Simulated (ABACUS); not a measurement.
ABACUS run on Ag (Fm-3m, 1 atom in the cell; from Materials Project mp-124, changed as shown): self-consistent single point.

Level of theory: PBE, PseudoDojo 0.5 standard norm-conserving PBE (tails mended) pseudopotentials (plane waves; ABACUS 3.10.1).

The change in words: volume scaled by 0.98. Reference geometry (Fm-3m):
```yaml
crystal:
  lattice:
    - [0.00000, 2.02981, 2.02981]
    - [2.02981, 0.00000, 2.02981]
    - [2.02981, 2.02981, 0.00000]
  atoms:
    - { symbol: Ag, position: [0.00000, 0.00000, 0.00000] }
```

Reference input (self-consistent single point, DFT, PBE, plane waves, PseudoDojo 0.5 standard norm-conserving PBE (tails mended) pseudopotentials): KPT = Gamma 11 11 11 0 0 0; basis_type = pw; ecutwfc = 82 Ry; smearing_method = gaussian; smearing_sigma = 0.00734986 Ry; potentials = PseudoDojo 0.5 standard norm-conserving PBE (tails mended); symmetry = 1; symmetry_prec = 1e-05; ks_solver = dav; scf_nmax = 100; scf_thr = 1.0e-09 Ry; mixing_type = broyden. This run's input differs from it in these lines:

```diff
@@ -23,8 +23,8 @@
 LATTICE_CONSTANT
-5.424622
+5.388212
 
 LATTICE_VECTORS
-   0.0000000000    0.7071067578    0.7071067578
-   0.7071067578    0.0000000000    0.7071067578
-   0.7071067578    0.7071067578    0.0000000000
+   0.0000000000    0.7071067816    0.7071067816
+   0.7071067816    0.0000000000    0.7071067816
+   0.7071067816    0.7071067816    0.0000000000
```

Log, with long lists cut:

```
 SELF-CONSISTENT
 -------------------------------------------
                                 init_chg = atomic

 PW ALGORITHM --------------- ION=   1  ELEC=   1--------------------------------
 Notice: Threshold on eigenvalues was too large.

 Density error is 0.0642084515881
                          Error Threshold = 0.000337269998202
 E_KohnSham     -310.0082307415      -4217.8783649829
 E_Fermi        1.3920689674         18.9400699650

 PW ALGORITHM --------------- ION=   1  ELEC=   2--------------------------------

 Density error is 0.053321771255
                          Error Threshold = 0.000337939218885
   [... lines left out ...]

 Density error is 2.35491721885e-08
                          Error Threshold = 9.74586842139e-09
 E_KohnSham     -310.0355873631      -4218.2505709152
 E_Fermi        1.3654474989         18.5778663043

 PW ALGORITHM --------------- ION=   1  ELEC=   7--------------------------------

 Density error is 7.89010357361e-10
                          Error Threshold = 1.23943011518e-10
 E_KohnSham     -310.0355873663      -4218.2505709591
 E_KS(sigma->0) -310.0355395455      -4218.2499203226
 E_entropy(-TS) -0.0000956418        -0.0013012731
 E_Fermi        1.3654463529         18.5778507132
 charge density convergence is achieved
 final etot is -4218.250571 eV
 EFERMI = 18.577850713 eV

 STATE ENERGY(eV) AND OCCUPATIONS    NSPIN == 1
   [... 17 lines left out ...]

 TOTAL-FORCE (eV/Angstrom)
                       Ag1         0.0000000000         0.0000000000         0.0000000000

 TOTAL-STRESS (KBAR)
        92.6423408684        -0.0000000000         0.0000000000
        -0.0000000000        92.6423408684         0.0000000000
        -0.0000000000         0.0000000000        92.6423408684
 TOTAL-PRESSURE: 92.642341 KBAR

 --------------------------------------------
 !FINAL_ETOT_IS -4218.2505709591332561 eV
 --------------------------------------------
```

The run converged in 7 iterations. Against the reference run the free energy rises by 16.8 meV/atom and the pressure goes from 6.51 to 9.26 GPa.

The structure comes from a collection of computed structures, made at another level of theory; the collection holds predicted forms beside known ones. Its lattice was then scaled. No clean gap shows at this smearing width and mesh (spacing up to 0.25 Å⁻¹); the mesh is coarse for partly filled bands, so the values carry mesh errors.

Cost on one core: around 23 core-seconds (rough).

“Tails mended”: in these copies of the files the far tail of each local potential was reset to the Coulomb form.
